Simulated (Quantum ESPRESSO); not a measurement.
Ga4NO4F (made-up cell), Si2AsNO5 (made-up cell) (calculated)

All values are calculated (Quantum ESPRESSO 7.5). Calculation on a made-up crystal cell, not a measurement, with one named mistake planted (healthy values lack it): periodic Kohn-Sham density functional theory in plane waves with PseudoDojo standard norm-conserving scalar-relativistic pseudopotentials, each functional with its own files (v0.5 for PBE, v0.4.1 for LDA and PBEsol), no spin polarisation, no spin-orbit coupling, atoms not relaxed, stress positive in tension, energies less a fixed whole-eV offset for each atom's element; levels are Kohn-Sham levels at fractions of this cell's reciprocal vectors, counted from the reference band (half the neutral cell's valence electrons, rounded up) at Gamma; error bars cover cutoff and k-mesh only, not smearing or the files; each bar is the largest change over components, and at least 0.002 eV, 0.002 eV per angstrom or 0.02 GPa; a charged cell sits in a uniform background, with energy and stress on this program's zero of potential; no dispersion term; energies are for the whole cell, and the offsets were chosen from early runs and are not element reference energies; a distance is the largest change of any value in units of its error bar (the energy's for the smearing term), a scale change is of lengths, and a coarse mesh keeps the half-step shift; machines and their load varied, so run times do not measure scaling.

Common to all runs: intended functional pbe; intended cutoff 1143 eV; intended fermi dirac smearing 0.025 eV; intended scf tolerance 1e-07 eV; intended electrons removed 0; healthy smearing term minus ts 0 eV; structure shown as intended, without the mistake.

(1) 
```cif
# cell vector a (Å): 2.5076 1.4478 4.5031
# cell vector b (Å): -2.5076 1.4478 4.5031
# cell vector c (Å): 0.0000 -2.8955 4.5031
data_Ga4NO4F
_symmetry_space_group_name_H-M 'P 1'
_symmetry_Int_Tables_number 1
_cell_length_a 5.3537
_cell_length_b 5.3537
_cell_length_c 5.3537
_cell_angle_alpha 55.859
_cell_angle_beta 55.859
_cell_angle_gamma 55.859
_cell_volume 98.09
loop_
_atom_site_label
_atom_site_type_symbol
_atom_site_fract_x
_atom_site_fract_y
_atom_site_fract_z
_atom_site_occupancy
Ga1 Ga 0.36499 0.36842 0.35294 1
Ga2 Ga 0.13859 0.12646 0.17698 1
Ga3 Ga 0.63081 0.65067 0.63044 1
Ga4 Ga 0.83461 0.86930 0.82522 1
O1 O 0.55624 0.93716 0.26864 1
O2 O 0.24094 0.55459 0.96921 1
O3 O 0.96080 0.23911 0.56033 1
O4 O 0.45652 0.03847 0.75025 1
F1 F 0.72698 0.43854 0.05196 1
N1 N 0.08545 0.73360 0.43720 1
_calc_lattice_type 'corundum'
_calc_healthy_free_energy_less_offsets 8.979  # eV
_calc_healthy_scf_iterations 13
_calc_healthy_pressure 17.25  # GPa
_calc_healthy_stress_xx -15.3  # GPa
_calc_healthy_stress_yy -21.71  # GPa
_calc_healthy_stress_zz -14.73  # GPa
_calc_healthy_stress_yz -1.53  # GPa
_calc_healthy_stress_xz -3.7  # GPa
_calc_healthy_stress_xy 3.27  # GPa
_calc_healthy_reference_band 44
_calc_fault_kind 'low cutoff'
_calc_fault_cutoff 791  # eV
_calc_faulty_run_command 'mpirun -np 4 pw.x -nk 4 -in in'
_calc_faulty_run_processor 'Intel Xeon, older, virtual cores'
_calc_intended_k_mesh '5 x 5 x 5, shifted by half a step'
_calc_faulty_free_energy_less_offsets 13.97  # eV
_calc_faulty_scf_iterations 13
_calc_faulty_smearing_term_minus_ts 0  # eV
_calc_faulty_pressure -57.2  # GPa
_calc_faulty_stress_xx 59.12  # GPa
_calc_faulty_stress_yy 52.73  # GPa
_calc_faulty_stress_zz 59.76  # GPa
_calc_faulty_stress_yz -1.402  # GPa
_calc_faulty_stress_xz -3.767  # GPa
_calc_faulty_stress_xy 3.266  # GPa
_calc_faulty_reference_band 44
_calc_other_mistakes_compared 7
_calc_distance_from_healthy 3725  # error bars
_calc_distance_from_nearest_other_mistake 3396  # error bars
_calc_healthy_error_bar_energy 0.003395  # eV
_calc_healthy_error_bar_stress 0.02  # GPa
_calc_healthy_error_bar_force 0.002  # eV/angstrom
_calc_healthy_error_bar_next_band_up 0.002  # eV
_calc_faulty_wall_time_of_scf_and_band_steps_on_a_shared_machine 120.5  # s
```

Atoms:
```tsv
atoms element	atom site	atom energy offset (eV)
Ga	1	-2080
Ga	2	-2080
Ga	3	-2080
Ga	4	-2080
O	5	-452
O	6	-452
O	7	-452
O	8	-452
F	9	-677
N	10	-283
```

Healthy forces:
```tsv
site	x (eV/Å)	y (eV/Å)	z (eV/Å)
1	-0.857	-3.517	-2.55
2	1.349	1.496	1.168
3	1.187	-0.067	-0.186
4	1.534	0.555	2.513
5	-0.89	2.972	-1.629
6	0.432	0.206	-1.367
7	-1.335	-0.573	-0.332
8	-1.07	-0.45	0.179
9	2.157	1.609	1.678
10	-2.507	-2.23	0.526
```

Healthy levels:
```tsv
level k point	next band up (eV)
Gamma	1.081
(1/2,1/2,1/2)	3.679
(0.15,0,0)	1.786
(0,0.15,0)	1.749
(0,0,0.15)	1.802
```

Faulty forces:
```tsv
site	x (eV/Å)	y (eV/Å)	z (eV/Å)
1	-0.8374	-3.455	-2.516
2	1.36	1.501	1.157
3	1.16	0.002217	-0.1938
4	1.532	0.52	2.498
5	-0.8629	2.922	-1.589
6	0.4055	0.1801	-1.426
7	-1.307	-0.5614	-0.319
8	-1.052	-0.4603	0.2183
9	2.081	1.555	1.68
10	-2.479	-2.204	0.4919
```

Faulty levels:
```tsv
level k point	next band up (eV)
Gamma	1.06
(1/2,1/2,1/2)	3.673
(0.15,0,0)	1.772
(0,0.15,0)	1.734
(0,0,0.15)	1.788
```

(2) 
```cif
# cell vector a (Å): 5.0569 -0.0547 0.0367
# cell vector b (Å): -2.5758 4.4859 0.0012
# cell vector c (Å): 0.0403 0.0248 5.5428
data_Si2AsNO5
_symmetry_space_group_name_H-M 'P 1'
_symmetry_Int_Tables_number 1
_cell_length_a 5.0573
_cell_length_b 5.1728
_cell_length_c 5.5430
_cell_angle_alpha 89.972
_cell_angle_beta 89.170
_cell_angle_gamma 120.483
_cell_volume 124.95
loop_
_atom_site_label
_atom_site_type_symbol
_atom_site_fract_x
_atom_site_fract_y
_atom_site_fract_z
_atom_site_occupancy
Si1 Si 0.46441 0.01366 0.64706 1
Si2 Si 0.01323 0.48124 0.34406 1
As1 As 0.53574 0.53684 0.00330 1
O1 O 0.42680 0.28618 0.78076 1
O2 O 0.75316 0.13890 0.45977 1
O3 O 0.84656 0.57611 0.11838 1
O4 O 0.28204 0.41983 0.20204 1
O5 O 0.15816 0.73268 0.52449 1
N1 N 0.58161 0.86358 0.87480 1
_calc_lattice_type 'quartz'
_calc_healthy_free_energy_less_offsets 8.215  # eV
_calc_healthy_scf_iterations 12
_calc_healthy_pressure 5.33  # GPa
_calc_healthy_stress_xx -5.11  # GPa
_calc_healthy_stress_yy -0.37  # GPa
_calc_healthy_stress_zz -10.51  # GPa
_calc_healthy_stress_yz -3.83  # GPa
_calc_healthy_stress_xz 6.19  # GPa
_calc_healthy_stress_xy -8.66  # GPa
_calc_healthy_reference_band 29
_calc_fault_kind 'coarse kmesh'
_calc_fault_k_points_along_each_vector 2
_calc_faulty_run_command 'pw.x -nk 1 -in in'
_calc_faulty_run_processor 'AMD EPYC, Zen 5 class, virtual cores'
_calc_intended_k_mesh '5 x 5 x 4, shifted by half a step'
_calc_faulty_stress_zz ?
_calc_faulty_pressure ?
```

Atoms:
```tsv
atoms element	atom site	atom energy offset (eV)
Si	1	-115
Si	2	-115
As	3	-2887
O	4	-452
O	5	-452
O	6	-452
O	7	-452
O	8	-452
N	9	-283
```

Healthy forces:
```tsv
site	x (eV/Å)	y (eV/Å)	z (eV/Å)
1	2.455	-1.521	4.363
2	-0.614	-4.611	-4.075
3	-0.211	6.399	-7.725
4	0.364	-2.959	-2.843
5	0.214	2.916	-1.876
6	4.589	-0.089	2.778
7	-6.258	-3.235	7.153
8	-0.318	3.262	1.987
9	-0.222	-0.162	0.237
```

Healthy levels:
```tsv
level k point	next band up (eV)
Gamma	2.293
(1/2,1/2,1/2)	4.079
(0.15,0,0)	2.618
(0,0.15,0)	2.567
(0,0,0.15)	2.509
```

**Q.** Si2AsNO5 (made-up cell) (entry 2): faulty stress zz?
**A.** -10.49 GPa

**Q.** Si2AsNO5 (made-up cell) (entry 2): faulty pressure?
**A.** 5.348 GPa

**Q.** Give the table of faulty levels values for Si2AsNO5 (made-up cell) (entry 2).
**A.** 
Faulty levels:
```tsv
level k point	next band up (eV)
Gamma	2.297
(1/2,1/2,1/2)	4.082
(0.15,0,0)	2.622
(0,0.15,0)	2.571
(0,0,0.15)	2.513
```

Further results for Si2AsNO5 (made-up cell) (entry 2):

* faulty free energy less offsets: 8.206 eV
* faulty scf iterations: 12
* faulty smearing term minus ts: 0 eV
* faulty stress xx: -5.17 GPa
* faulty stress yy: -0.3838 GPa
* faulty stress yz: -3.818 GPa
* faulty stress xz: 6.21 GPa
* faulty stress xy: -8.574 GPa
* faulty reference band: 29
* other mistakes compared: 7
* distance from healthy: 13.04 error bars
* distance from nearest other mistake: 315.9 error bars
* healthy error bar energy: 0.003205 eV
* healthy error bar stress: 0.02 GPa
* healthy error bar force: 0.002 eV/Å
* healthy error bar next band up: 0.002 eV
* faulty wall time of scf and band steps on a shared machine: 68.3 s

Faulty forces:
```tsv
site	x (eV/Å)	y (eV/Å)	z (eV/Å)
1	2.454	-1.526	4.349
2	-0.6155	-4.617	-4.067
3	-0.2159	6.393	-7.717
4	0.3744	-2.94	-2.828
5	0.2206	2.91	-1.874
6	4.59	-0.1058	2.755
7	-6.242	-3.217	7.137
8	-0.3178	3.273	1.998
9	-0.2477	-0.1709	0.2469
```
